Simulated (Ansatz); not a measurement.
## SnO: tetragonal deformation path

Theory: DFT r2SCAN, scalar-relativistic, plane waves, PAW (Ansatz). Settings: plane waves to 500 eV, k-mesh 10×10×8 (Γ-centred), Gaussian smearing 0.03 eV. No spin polarisation. Energies are free energies at this smearing, counted from the undisturbed cell; pressure is positive in compression.

Zero of the scan (as given, not relaxed at this level; it stands at 0.1 GPa):

```
Sn O
1.0
     3.80200    0.00000    0.00000
     0.00000    3.80200    0.00000
     0.00000    0.00000    4.83600
Sn O
2 2
Cartesian
  0.0000 1.9010 1.1534
  1.9010 0.0000 3.6826
  0.0000 0.0000 0.0000
  1.9010 1.9010 0.0000
```

At fixed volume and fractional coordinates, lengths along (0.000, 0.000, 1.000) are scaled against those across it; ρ is that ratio over its starting value.

```csv
ρ,ΔE (meV/atom)
0.800,119.1
0.850,67.0
0.920,18.4
0.960,4.3
1.000,0.0
1.050,8.2
1.100,30.9
1.200,118.3
1.300,259.9
```

Task: Predict the gap on the mesh (eV) at each point.

Result:
| ρ | gap on the mesh (eV) |
| --- | --- |
| 0.800 | 1.14 |
| 0.850 | 0.96 |
| 0.920 | 0.56 |
| 0.960 | 0.35 |
| 1.000 | 0.13 |
| 1.050 | 0.00 |
| 1.100 | 0.00 |
| 1.200 | 0.00 |
| 1.300 | 0.40 |
Where the gap reads zero the k-mesh, chosen for the insulator, is on the coarse side.

Cost: 9 runs of about 1.6 core-minutes in all, on Intel Xeon 6975P-C (Granite Rapids) (shared hosts).